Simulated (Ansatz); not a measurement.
Input:

Relaxed TiHg (space group P4/mmm):

```yaml
crystal:
  lattice:
    - [2.98407, 0.00000, 0.00000]
    - [0.00000, 2.98407, 0.00000]
    - [0.00000, 0.00000, 4.11248]
  atoms:
    - { symbol: Ti, position: [0.50000, 0.50000, 0.50000] }
    - { symbol: Hg, position: [0.00000, 0.00000, 0.00000] }
```

Scan: atom 1 (Ti, nearest neighbour Hg at 2.946 Å; its periodic images, 3.0 Å or more away, move with it) is displaced along Cartesian [110], direction (0.707, 0.707, 0.000) in Cartesian axes, by s. The other atoms stay.

All values below come from r2SCAN (plane waves to 500 eV, PAW, scalar-relativistic; Ansatz, an electronic-structure program). k mesh 13×13×9 (Γ-centred), Fermi-Dirac smearing 0.05 eV. E stands for the smeared free energy. With partly filled bands, energies and forces of such displacements shift with the k mesh and the smearing. Spin-orbit coupling is left out, though Hg is heavy. TiHg is run without spin polarisation. TiHg was relaxed with its symmetry unable to fall. The zero of ΔE is the undisplaced structure.

The scan covers s from -0.880 to 0.880 Å in 11 points.

Task: Is this a single well or a double well?

Result: A single well with its minimum at or next to zero displacement.

Task: Is the energy the same for equal positive and negative displacements?

Result: Even: the same for both signs. With its periodic images moving along, the atom's site symmetry in this cell is 4/mmm.

Task: What force acts on the atom along the line at s = -0.880 Å?

Result: 3.82 eV/Å.

Task: What is the energy change at s = 0.880 Å?

Result: 1452 meV/cell.

Task: What is the force constant k = d²E/ds² of this move at s = 0?

Result: 2.93 eV/Å².

(A displaced cell: forces are minus the slopes of the energy, force constants its curvatures, and phonons follow from these.)
